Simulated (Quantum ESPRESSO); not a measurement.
# Band energies of CaSe

```
CaSe
1.0
    0.00000     2.93345     2.93345
    2.93345     0.00000     2.93345
    2.93345     2.93345     0.00000
Ca Se
1 1
Direct
  0.00000   0.00000   0.00000
  0.50000   0.50000   0.50000
```

norm-conserving PBEsol (Quantum ESPRESSO, 86 Ry, with spin-orbit coupling); path ΓXWKΓLUWLK,UX; energies in eV from the valence-band maximum.

| k (1/Å) | point | band 26 | band 27 | band 28 | band 29 | band 30 | band 31 | band 32 | band 33 |
|---|---|---|---|---|---|---|---|---|---|
| 0.00 | Γ | 0.00 | 3.18 | 3.18 | 3.50 | 3.50 | 3.50 | 3.50 | 3.51 |
| 0.21 |  | -0.18 | 3.27 | 3.27 | 3.63 | 3.63 | 3.88 | 3.88 | 3.90 |
| 0.54 |  | -0.66 | 2.46 | 2.46 | 4.35 | 4.35 | 4.51 | 4.51 | 5.20 |
| 0.86 |  | -0.94 | 1.86 | 1.86 | 4.85 | 4.85 | 4.98 | 4.98 | 5.92 |
| 1.07 | X | -0.99 | 1.74 | 1.74 | 4.92 | 4.92 | 4.94 | 4.94 | 5.96 |
| 1.47 |  | -1.73 | 3.38 | 3.38 | 5.01 | 5.01 | 5.10 | 5.10 | 5.72 |
| 1.61 | W | -1.85 | 4.21 | 4.21 | 4.26 | 4.26 | 5.14 | 5.14 | 5.68 |
| 1.86 |  | -1.40 | 3.22 | 3.22 | 5.26 | 5.26 | 5.45 | 5.45 | 5.76 |
| 1.99 | K | -1.29 | 3.05 | 3.05 | 5.59 | 5.59 | 5.63 | 5.63 | 5.64 |
| 2.19 |  | -1.37 | 4.24 | 4.24 | 5.12 | 5.12 | 5.17 | 5.17 | 5.27 |
| 2.40 |  | -1.28 | 4.50 | 4.50 | 4.63 | 4.63 | 4.83 | 4.83 | 5.43 |
| 2.71 |  | -0.67 | 3.77 | 3.77 | 3.91 | 3.91 | 4.12 | 4.12 | 4.44 |
| 3.02 |  | -0.06 | 3.34 | 3.34 | 3.52 | 3.52 | 3.53 | 3.53 | 3.62 |
| 3.12 | Γ | 0.00 | 3.18 | 3.18 | 3.50 | 3.50 | 3.50 | 3.50 | 3.51 |
| 3.22 |  | -0.06 | 3.33 | 3.33 | 3.55 | 3.55 | 3.55 | 3.55 | 3.58 |
| 3.53 |  | -0.66 | 3.47 | 3.47 | 4.13 | 4.13 | 4.13 | 4.13 | 5.28 |
| 3.84 |  | -1.18 | 3.94 | 3.94 | 5.06 | 5.06 | 5.06 | 5.06 | 5.82 |
| 4.05 | L | -1.30 | 4.29 | 4.29 | 5.37 | 5.37 | 5.41 | 5.41 | 5.41 |
| 4.16 |  | -1.32 | 4.30 | 4.30 | 5.29 | 5.29 | 5.40 | 5.40 | 5.50 |
| 4.38 |  | -1.36 | 4.13 | 4.13 | 5.05 | 5.05 | 5.40 | 5.40 | 5.96 |
| 4.70 | U | -1.29 | 3.05 | 3.05 | 5.59 | 5.59 | 5.63 | 5.63 | 5.64 |
| 4.99 |  | -1.74 | 3.81 | 3.81 | 4.65 | 4.65 | 5.18 | 5.18 | 5.70 |
| 5.08 | W | -1.85 | 4.21 | 4.21 | 4.26 | 4.26 | 5.14 | 5.14 | 5.68 |
| 5.18 |  | -1.75 | 4.21 | 4.21 | 4.26 | 4.26 | 5.23 | 5.23 | 5.71 |
| 5.46 |  | -1.41 | 4.30 | 4.30 | 4.60 | 4.60 | 5.64 | 5.64 | 5.93 |
| 5.75 |  | -1.31 | 4.30 | 4.30 | 5.31 | 5.31 | 5.42 | 5.42 | 5.47 |
| 5.84 | L | -1.30 | 4.29 | 4.29 | 5.37 | 5.37 | 5.41 | 5.41 | 5.41 |
| 6.00 |  | -1.34 | 4.31 | 4.31 | 5.21 | 5.21 | 5.40 | 5.40 | 5.60 |
| 6.17 |  | -1.36 | 4.13 | 4.13 | 5.05 | 5.05 | 5.40 | 5.40 | 5.96 |
| 6.41 |  | -1.32 | 3.31 | 3.31 | 5.43 | 5.43 | 5.55 | 5.55 | 5.69 |
| 6.50 | K | -1.29 | 3.05 | 3.05 | 5.59 | 5.59 | 5.63 | 5.63 | 5.64 |
| 6.50 | U | -1.29 | 3.05 | 3.05 | 5.59 | 5.59 | 5.63 | 5.63 | 5.64 |
| 6.59 |  | -1.22 | 2.58 | 2.58 | 5.49 | 5.49 | 5.61 | 5.61 | 5.78 |
| 6.87 | X | -0.99 | 1.74 | 1.74 | 4.92 | 4.92 | 4.94 | 4.94 | 5.96 |

The PBEsol gap is indirect, 1.74 eV, from Γ to X; the smallest direct gap is 2.73 eV.

Geometry relaxed with PBEsol.
